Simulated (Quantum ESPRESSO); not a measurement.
pw.x input (Quantum ESPRESSO 7.5; PBEsol, PseudoDojo standard norm-conserving files, fully relativistic):

```
&CONTROL
  calculation = 'scf'
  pseudo_dir = './pseudo'
  outdir = './out'
  tprnfor = .true.
  tstress = .true.
/
&SYSTEM
  ibrav = 0
  nat = 4
  ntyp = 3
  ecutwfc = 102.0
  ecutrho = 408.0
  occupations = 'smearing'
  smearing = 'fd'
  degauss = 0.002
  nbnd = 74
  noncolin = .true.
  lspinorb = .true.
/
&ELECTRONS
  conv_thr = 4e-10
/
ATOMIC_SPECIES
Mg 24.3050 Mg.upf
Cd 112.4140 Cd.upf
Te 127.6000 Te.upf
CELL_PARAMETERS angstrom
  4.598717640000   0.000000000000   0.000000000000
  0.000000000000   4.598717640000   0.000000000000
  0.000000000000   0.000000000000   6.390649553000
ATOMIC_POSITIONS crystal
Mg   0.500000000000   0.500000000000   0.500000000000
Cd   0.000000000000   0.000000000000   0.000000000000
Te   0.000000000000   0.500000000000   0.253617642400
Te   0.500000000000   0.000000000000   0.746382357600
K_POINTS automatic
6 6 4 0 0 0
```

End of the output:

```

[...]
     the Fermi energy is     6.7816 ev
!    total energy              =    -886.64147398 Ry
     estimated scf accuracy    <          2.8E-10 Ry
     smearing contrib. (-TS)   =      -0.00000000 Ry
     internal energy E=F+TS    =    -886.64147398 Ry
     The total energy is F=E-TS. E is the sum of the following terms:
     one-electron contribution =    -599.56913314 Ry
     hartree contribution      =     307.18084019 Ry
     xc contribution           =    -160.05107063 Ry
     ewald contribution        =    -434.20211040 Ry
     convergence has been achieved in   9 iterations
     Forces acting on atoms (cartesian axes, Ry/au):
     atom    1 type  1   force =     0.00000000    0.00000000    0.00000000
     atom    2 type  2   force =     0.00000000    0.00000000    0.00000000
     atom    3 type  3   force =     0.00000000    0.00000000    0.00015368
     atom    4 type  3   force =     0.00000000    0.00000000   -0.00015368
     Total force =     0.000217     Total SCF correction =     0.000135
     SCF correction compared to forces is large: reduce conv_thr to get better values
     Computing stress (Cartesian axis) and pressure
          total   stress  (Ry/bohr**3)                   (kbar)     P=       -0.39
  -0.00000639   0.00000000   0.00000000           -0.94        0.00        0.00
   0.00000000  -0.00000639   0.00000000            0.00       -0.94        0.00
   0.00000000   0.00000000   0.00000473            0.00        0.00        0.70
```
In a gapped system the printed Fermi energy is only some level inside the gap.

Geometry relaxed with PBEsol.
